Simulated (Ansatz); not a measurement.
Input:

Hf$_{5}$Si$_{3}$N:
```cif
data_Hf10N2Si6
_chemical_formula_sum 'Hf10 Si6 N2'
_space_group_name_H-M_alt 'P 1'
_space_group_IT_number 1
_cell_length_a 7.79798
_cell_length_b 7.79798
_cell_length_c 5.52654
_cell_angle_alpha 90.000
_cell_angle_beta 90.000
_cell_angle_gamma 120.000
loop_
_space_group_symop_operation_xyz
  'x, y, z'
loop_
_atom_site_label
_atom_site_type_symbol
_atom_site_fract_x
_atom_site_fract_y
_atom_site_fract_z
_atom_site_occupancy
Hf1 Hf 0.00000 0.76468 0.75000 1
Hf2 Hf 0.00000 0.23532 0.25000 1
Hf3 Hf 0.23532 0.00000 0.25000 1
Hf4 Hf 0.76468 0.00000 0.75000 1
Hf5 Hf 0.23532 0.23532 0.75000 1
Hf6 Hf 0.76468 0.76468 0.25000 1
Hf7 Hf 0.66667 0.33333 0.50000 1
Hf8 Hf 0.33333 0.66667 0.50000 1
Hf9 Hf 0.33333 0.66667 0.00000 1
Hf10 Hf 0.66667 0.33333 0.00000 1
Si1 Si 0.00000 0.40519 0.75000 1
Si2 Si 0.00000 0.59481 0.25000 1
Si3 Si 0.59481 0.00000 0.25000 1
Si4 Si 0.40519 0.00000 0.75000 1
Si5 Si 0.59481 0.59481 0.75000 1
Si6 Si 0.40519 0.40519 0.25000 1
N1 N 0.00000 0.00000 0.50000 1
N2 N 0.00000 0.00000 0.00000 1
```

This is the r²SCAN-relaxed structure.

**Question.** All from DFT-r²SCAN in the program Ansatz with PAW potentials, unless another level is named. Estimate the electronic character.

**Answer.** metallic (no gap).

**Question.** Give the density of states at the Fermi level.

**Answer.** 0.30 states/eV per atom (mean over ±0.08 eV).

**Question.** And the formation energy from the elements (no fitted shifts)?

**Answer.** -1.10 eV/atom.

Space group P6_3/mcm. The workflow started from a Materials Project entry (that database holds measured and hypothetical structures alike); the Crystallography Open Database copy checked does not list it. Its standing as an ambient phase is unchecked. Symmetry was held in the r²SCAN relaxation; whether a distortion lowers the energy is not shown. The run is not spin-polarised. The references are the lowest solids computed at this level, not always the standard phases (solids in place of the gases). Spin–orbit coupling is left out wherever it is not named.

Potentials: the later of the program's two PAW sets.
